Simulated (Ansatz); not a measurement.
The start is a generated cell, CdTe built in the zincblende structure type. The structure is fully relaxed (lattice and positions, P = 0) with PBE (plane waves to 420 eV, PAW, scalar-relativistic; Ansatz, a quantum-chemistry and plane-wave program). First-step values are on the input's coarse k-mesh.

Ansatz input (later rounds restart from its end on a renewed k-mesh):
Ansatz 0.2 input:
```yaml
crystal:
  lattice:
    - [0, 3.318333, 3.318333]
    - [3.318333, 0, 3.318333]
    - [3.318333, 3.318333, 0]
  atoms:
    - { symbol: Te, position: [0.75, 0.75, 0.75] }
    - { symbol: Cd, position: [0, 0, 0] }
basis: { ecutwfc: 420, ecutrho_ratio: 4, xc_grid: 2, fft_grid_basis: typed }
kpoints: { mp_grid: { grid: [6, 6, 6] } }
hamiltonian:
  xc: pbe
  dispersion: none
  pseudopotentials: { kind: paw }
scf: { occupations: { method: fermi_dirac, width: 0.05 } }
relax: { f_tol: 0.01, max_steps: 100, cell: { stress_tol: 0.02 } }
output: { forces: true, stress: true }
```

### Question
By how much does the energy per atom fall from start to end?

### Answer
Under 0.01 eV/atom.

### Question
How do the shortest distances between atoms change?

### Answer
The closest pairs of elements (up to four, under 3.6 Å), start → end: Cd–Te 2.87 → 2.87 Å.

### Question
Is the relaxed structure metallic? Give its gap.

### Answer
0.58 eV, direct at Γ (no spin-orbit coupling).

The space group stays F-43m (No. 216) (the run could not lower it); the end is zinc blende type, with 2 atoms in the primitive cell. Final values are on a 9×9×9 k-mesh of the relaxed cell. No spin polarisation in the result. Without spin-orbit coupling the bands of the heavy element are not split, so the gap can be far off.

The run could not lose the symmetry of its start; a randomly shaken copy of 2 atoms returns to this structure.

All atoms sit on sites fixed by symmetry, so only the cell could relax.
